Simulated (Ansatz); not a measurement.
# How far is PAW off for LuHg?

```
Lu Hg
1.0
     3.60700    0.00000    0.00000
     0.00000    3.60700    0.00000
     0.00000    0.00000    3.60700
Lu Hg
1 1
Direct
  0.50000 0.50000 0.50000
  0.00000 0.00000 0.00000
```

Atom numbers follow the list: Lu1, Hg2.

The geometry is COD entry 1523433, unchecked; take it as a test cell.

Spin–orbit coupling is left out, though it moves levels of the heavy atoms by tenths of an eV or more.

Methods: DFT, LDA, PAW with Ansatz's default frozen-core files, scalar-relativistic (Ansatz 0.2.0); DFT, LDA, all-electron PAW with datasets made for the crystal, scalar-relativistic (Ansatz 0.2.0); DFT, LDA, all-electron LAPW, scalar-relativistic (Ansatz 0.2.0).

For PAW: a Γ-centred 10×10×10 k mesh, Fermi–Dirac smearing of 0.05 eV, cutoff 420 eV, no spin polarisation; the PAW files were made with PBE, and the program remakes their frozen cores for this functional. The crystal-made all-electron datasets (AE datasets) take a cutoff of 340 eV at this cell. LAPW targets a basis error of 0.25 meV/atom. The Ansatz runs share mesh, smearing and spin set-up. Plane-wave (PAW) pressures include the program's estimate of the Pulay term.

Stress and pressure are positive in compression.

Levels count from the Fermi level.

| quantity | PAW | AE datasets | LAPW |
| --- | --- | --- | --- |
| pressure (GPa) | -4.17 | -4.17 | -4.17 |
| highest filled level at X (eV) | -4.538 | -4.539 | -4.539 |
| lowest empty level at X (eV) | 0.066 | 0.066 | 0.066 |
| highest filled level at M (eV) | -0.873 | -0.874 | -0.874 |
| lowest empty level at M (eV) | 0.282 | 0.283 | 0.283 |
| highest filled level at R (eV) | -1.704 | -1.706 | -1.706 |
| lowest empty level at R (eV) | 5.316 | 5.317 | 5.317 |

PAW's pressure differs from the LAPW value by about 0.01 GPa or less.
